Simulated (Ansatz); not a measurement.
CdSe:
```
CdSe
1.0
    4.34018     0.00000     0.00000
   -2.17009     3.75870     0.00000
    0.00000     0.00000     7.07772
Cd Se
2 2
Direct
  0.66667   0.33333   0.00056
  0.33333   0.66667   0.50056
  0.66667   0.33333   0.62464
  0.33333   0.66667   0.12464
```

Relaxed with r²SCAN. Independent-particle spectrum: no excitons, no local fields, no scissors shift; 0.1 eV broadening; ε₁ of the summed bands alone.

Q: Tabulate the dielectric function from DFT-r²SCAN in the program Ansatz with PAW potentials.

A: 

```csv
E (eV),ε₁ xx,ε₂ xx,ε₁ zz,ε₂ zz
0.0,6.38,0.00,6.44,0.00
0.3,6.42,0.00,6.47,0.00
0.6,6.55,0.00,6.60,0.00
0.9,6.86,0.00,6.89,0.00
1.2,7.49,0.67,7.62,0.52
1.5,7.14,1.22,7.31,1.25
1.8,6.97,1.41,7.09,1.50
2.1,6.93,1.53,7.02,1.65
2.4,7.02,1.65,7.05,1.79
2.7,7.26,1.80,7.18,1.95
3.0,7.70,2.05,7.43,2.15
3.3,8.67,2.87,7.86,2.45
3.6,7.90,4.27,8.55,2.96
3.9,8.26,4.81,9.82,4.09
4.2,7.00,7.50,10.33,9.14
4.5,5.59,6.51,5.38,9.71
4.8,4.39,7.34,3.43,9.06
5.1,4.30,6.60,1.64,8.31
5.4,3.68,8.19,-0.23,5.42
5.7,0.72,5.07,1.76,3.18
6.0,3.96,4.53,5.45,3.54
6.3,4.10,7.01,3.51,8.18
6.6,2.00,10.00,2.40,9.68
6.9,-0.98,6.11,-1.16,6.85
7.2,0.56,6.47,-0.17,5.69
7.5,-0.18,6.51,0.42,5.61
7.8,-1.76,6.79,-1.48,7.56
8.1,-3.30,5.19,-3.52,5.08
8.4,-2.78,3.02,-2.54,2.98
8.7,-1.73,2.73,-1.85,2.74
9.0,-1.56,2.80,-1.52,2.63
9.3,-1.68,2.55,-1.43,2.38
9.6,-1.50,1.92,-1.15,1.99
9.9,-1.39,1.83,-1.37,2.12
10.2,-1.16,1.42,-1.26,1.70
10.5,-0.79,1.32,-1.17,1.47
10.8,-0.63,1.30,-0.93,1.04
11.1,-0.47,1.39,-0.46,1.06
11.4,-0.60,1.38,-0.40,1.22
11.7,-0.59,1.25,-0.46,1.30
12.0,-0.69,1.08,-0.59,1.13
```

Q: From ε at 1.4 eV (xx: 7.24 + 1.11i), find n, k, the normal reflectivity and the absorption coefficient.

A: n = 2.70, k = 0.206, R = 21 %, α = 2kE/ħc = 29000 cm⁻¹.

With all bands, ε∞ without local fields is 6.53 (xx = yy), 6.59 (zz).

Space group P6_3mc (wurtzite). The r²SCAN relaxation kept the symmetry of its start. Spin–orbit coupling is left out wherever it is not named.

Potentials: the later of the program's two PAW sets.
